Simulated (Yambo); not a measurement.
Yambo run on CsCdCl$_{3}$ (cubic perovskite, space group Pm-3m, No. 221). The wavefunctions are norm-conserving PBEsol (Quantum ESPRESSO, 102 Ry, without SOC) ones on a 2×2×2 mesh (25 occupied bands); a = b = c = 5.2644 Å, α = β = γ = 90.00°.

Yambo input:

```
rim_cut
gw0
dyson
el_el_corr
HF_and_locXC
ppa
em1d
RandQpts= 1000000
RandGvec= 1 Ry
EXXRLvcs= 102 Ry
VXCRLvcs= 408 Ry
Chimod= "HARTREE"
% BndsRnXp
 5 | 268 |
%
NGsBlkXp= 8 Ry
% LongDrXp
 1.0 | 1.0 | 1.0 |
%
PPAPntXp= 27.2114 eV
% GbndRnge
 1 | 268 |
%
GTermKind= "none"
DysSolver= "n"
ExtendOut
% QPkrange
 1 | 1 | 25 | 26 |
 4 | 4 | 25 | 25 |
%
```

k points by index: 1 = Γ, 4 = R.

Resulting energies as the program prints them:

```
#    K-point    Band    Eo [eV]    E [eV]    E-Eo [eV]    Vxc [eV]    Vnlxc [eV]    Sc|Eo [eV]    Sc|E [eV]    dSc/dw|Eo [eV]    Re(Z)    Im(Z)
#
    1    25    -0.491057    -1.878168    -1.387111    -14.25269    -18.62739    2.624229    2.987592    -7.127480    0.792434    -0.001470
    1    26    1.629197    2.601683    0.972486    -12.55080    -8.024092    -3.354446    -3.554226    -5.589577    0.829590    -0.001116
    4    25    0.000000    -1.106451    -1.106451    -17.02219    -20.97591    2.566553    2.847264    -6.902957    0.797650    -0.001294
```
(The two width columns are left out.) Convergence of these settings isn't established.

Geometry of the Materials Project entry, not relaxed at this level.
